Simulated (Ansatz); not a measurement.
ZnCu₂SnSe₄ (kesterite type, space group I-4)

```
ZnCu2SnSe4
1.0
   -2.84950     2.84950     5.69111
    2.84950    -2.84950     5.69111
    2.84950     2.84950    -5.69111
Cu Zn Sn Se
2 1 1 4
Cartesian
  0.00000   0.00000   0.00000
  0.00000   2.84950   2.84556
  2.84950   0.00000   2.84556
  0.00000   0.00000   5.69111
  1.47636   1.52071   4.21246
  1.37314   1.32879  -1.47866
  1.52071  -1.47636   7.16977
  1.32879   4.32586   1.47866
```

The volume is varied about the relaxed value V₀ at fixed cell shape. The atoms relax within the cell's symmetry.

Level of theory: r2SCAN (plane waves to 500 eV, PAW, scalar-relativistic; Ansatz, a program for electronic structure). k mesh 8×8×8 (Γ-centred), Fermi-Dirac smearing 0.05 eV. E stands for the smeared free energy. Stress and pressure are positive under compression. With the shape held, the modulus is that of even scaling; a crystal free to change shape is softer. The PAW data are Ansatz's earlier set. ZnCu2SnSe4 is run without spin polarisation. ZnCu2SnSe4 was relaxed with its symmetry unable to fall. ΔE is measured from the relaxed starting cell.

```json
[
 {"V (Å³/atom)": "19.408", "ΔE (meV/atom)": "165.3"},
 {"V (Å³/atom)": "20.332", "ΔE (meV/atom)": "85.1"},
 {"V (Å³/atom)": "21.257", "ΔE (meV/atom)": "34.7"},
 {"V (Å³/atom)": "22.181", "ΔE (meV/atom)": "withheld"},
 {"V (Å³/atom)": "23.105", "ΔE (meV/atom)": "0.0"},
 {"V (Å³/atom)": "24.029", "ΔE (meV/atom)": "6.9"},
 {"V (Å³/atom)": "24.953", "ΔE (meV/atom)": "25.5"},
 {"V (Å³/atom)": "25.878", "ΔE (meV/atom)": "53.5"},
 {"V (Å³/atom)": "26.802", "ΔE (meV/atom)": "88.8"}
]
```

### Question
Fit a third-order Birch-Murnaghan form (E₀, V₀, B₀, B₀′ free) to the given rows and predict ΔE at V = 22.181.

### Answer
Least squares on the 8 given rows: ΔE = E₀ + (9V₀B₀/16)·y²·[2 + (B₀′ − 4)y], y = (V₀/V)^(2/3) − 1, with V₀ = 23.105 Å³/atom, B₀ = 63.99 GPa (160.2 GPa = 1 eV/Å³; the term in eV is multiplied by 1000), B₀′ = 4.77, E₀ = 0.04 meV/atom; root-mean-square residual 0.03 meV/atom. At 22.181 the fit gives 8.0 meV/atom; the calculation gives 8.0 meV/atom, the same to the digits shown. For the pressure the fit gives 2.9 GPa against the computed 2.9 GPa.

(A scan under strain: stresses follow from slopes of the energy per volume, elastic moduli from its curvatures.)
